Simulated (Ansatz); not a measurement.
InGaSbAs in space group Pmm2 (No. 25; In on 1a, As on 1b, Ga on 1d, Sb on 1c) at seven volumes, DFT-PBEsol in the program Ansatz with PAW potentials, shape and atoms relaxed at each. One row is withheld.

```json
[
 {"V (Å³/atom)": "25.806", "P (GPa)": "6.22"},
 {"V (Å³/atom)": "26.657", "P (GPa)": "3.78"},
 {"V (Å³/atom)": "27.507", "P (GPa)": "1.73"},
 {"V (Å³/atom)": "28.358", "P (GPa)": "0.00"},
 {"V (Å³/atom)": "29.209", "P (GPa)": "-1.45"},
 {"V (Å³/atom)": "30.060", "P (GPa)": "?"},
 {"V (Å³/atom)": "30.910", "P (GPa)": "-3.70"}
]
```

Task: Fit the shown pressures and predict the withheld one.

Result: Third-order Birch–Murnaghan: P = (3/2)B₀(x^(7/2) − x^(5/2))[1 + (3/4)(B′ − 4)(x − 1)] with x = (V₀/V)^(2/3). Least squares on the six rows gives V₀ = 28.359 Å³/atom, B₀ = 52.68 GPa, B′ = 4.74. At V = 30.060, x = 0.9619 and P = -2.67 GPa. The run itself gave -2.68 GPa.

The start of the workflow was typed in or built on a structure type; neither database checked (COD, Materials Project) lists it. Its standing as an ambient phase is unchecked. The cell was relaxed with PBEsol under the symmetry of its start; whether a distortion lowers the energy is not shown. Spin–orbit coupling is left out wherever it is not named.

Potentials: the earlier of the program's two PAW sets. The files were generated under PBE; for other functionals the program regenerates the frozen cores, and for LDA and PBEsol the local potential too.
